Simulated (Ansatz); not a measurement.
Data:

SrTiO3:
```cif
data_O3SrTi
_chemical_formula_sum 'Sr1 Ti1 O3'
_space_group_name_H-M_alt 'Pm-3m'
_space_group_IT_number 221
_space_group_name_Hall '-P 4 2 3'
_cell_length_a 3.89143
_cell_length_b 3.89143
_cell_length_c 3.89143
_cell_angle_alpha 90.000
_cell_angle_beta 90.000
_cell_angle_gamma 90.000
loop_
_atom_site_label
_atom_site_type_symbol
_atom_site_symmetry_multiplicity
_atom_site_Wyckoff_symbol
_atom_site_fract_x
_atom_site_fract_y
_atom_site_fract_z
_atom_site_occupancy
Sr1 Sr 1 a 0.00000 0.00000 0.00000 1
Ti1 Ti 1 b 0.50000 0.50000 0.50000 1
O1 O 3 c 0.00000 0.50000 0.50000 1
```

This is the PBEsol-relaxed structure.

**Question.** All from PBEsol (plane waves, PAW; program Ansatz), unless another level is named. Predict the electron effective mass with spin–orbit coupling, band 2 of 2 at the edge.

**Answer.** 0.37 along [100], 0.44 along [110], 0.50 along [111] (mₑ).

**Question.** Predict the electron effective mass with spin–orbit coupling, band 1 of 2 at the edge.

**Answer.** 1.0 along [100], 0.71 along [110], 0.59 along [111] (mₑ).

**Question.** Give the formation energy from the elements (no fitted shifts).

**Answer.** -3.21 eV/atom.

The cell was relaxed with PBEsol under the symmetry of its start. At this level the phase is dynamically unstable (imaginary phonons). No spin polarisation was allowed. The references are the lowest solids computed at this level, not always the standard phases (solids in place of the gases). Spin–orbit coupling is left out wherever it is not named.

Potentials: the earlier of the program's two PAW sets. The files were generated under PBE; for other functionals the program regenerates the frozen cores, and for LDA and PBEsol the local potential too.

Edges and masses are those of Kohn–Sham bands, whose gap is no quasiparticle gap.
